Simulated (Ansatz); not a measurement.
ZnCu2SiTe4:
```cif
data_Cu4Si2Te8Zn2
_chemical_formula_sum 'Zn2 Si2 Cu4 Te8'
_space_group_name_H-M_alt 'I-42m'
_space_group_IT_number 121
_space_group_name_Hall 'I -4 2'
_cell_length_a 5.97815
_cell_length_b 5.97815
_cell_length_c 11.90040
_cell_angle_alpha 90.000
_cell_angle_beta 90.000
_cell_angle_gamma 90.000
loop_
_atom_site_label
_atom_site_type_symbol
_atom_site_symmetry_multiplicity
_atom_site_Wyckoff_symbol
_atom_site_fract_x
_atom_site_fract_y
_atom_site_fract_z
_atom_site_occupancy
Zn1 Zn 2 a 0.00000 0.00000 0.00000 1
Si1 Si 2 b 0.00000 0.00000 0.50000 1
Cu1 Cu 4 d 0.00000 0.50000 0.25000 1
Te1 Te 8 i 0.24180 0.24180 0.37046 1
```
(The calculation used a cell of 8 atoms; values per cell refer to that cell.)

Relaxed at zero pressure with the program Ansatz at the r²SCAN level (PAW).

Problem. The volume is raised by 9 % and shape and atoms relax at that volume. What pressure results, and how do the axes share the change?

Solution. -4.0 GPa; a 2.9 %, b 2.9 %, c 2.9 %; the energy rises by 32 meV/atom.

Problem. Give the new structure.

Solution. 
Space group I-42m (No. 121); a = b = 6.154 Å, c = 12.242 Å, α = β = γ = 90.00°

```csv
atom,site,symmetry,x,y,z
Zn,2a,-42m,0.0000,0.0000,0.0000
Si,2b,-42m,0.0000,0.0000,0.5000
Cu,4d,-4..,0.0000,0.5000,0.2500
Te,8i,..m,0.2398,0.2398,0.3710
```

The phase is kept; no other phase was compared at this pressure.

The first step of the workflow began from a Materials Project structure, measured or hypothetical; the Crystallography Open Database copy checked does not list it. Whether it is the stable phase at ambient conditions was not checked. Symmetry was held in the r²SCAN relaxation; whether a distortion lowers the energy is not shown. The run is not spin-polarised. Scalar-relativistic: spin–orbit coupling is off unless named, which matters more the heavier the elements.

Potentials: the later of the program's two PAW sets.
